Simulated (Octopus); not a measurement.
# Rh (Fm-3m, No. 225): Octopus summary

Rh (Fm-3m, No. 225):
```
Rh
1.0
    0.00000     1.90298     1.90298
    1.90298     0.00000     1.90298
    1.90298     1.90298     0.00000
Rh
1
Direct
  0.00000   0.00000   0.00000
```
The cell is a database entry, not relaxed again.

Level: LDA. Code: Octopus 16.4. Numerical set-up: grid spacing about 0.16 Å, Γ-centred 12×12×12 k-mesh, Fermi-Dirac smearing of 0.1 eV, no spin polarisation; PseudoDojo 0.4 LDA potentials.

What band gap does LDA give on the standard high-symmetry path?

none: the cell holds an odd number of electrons, so a band is partly filled.
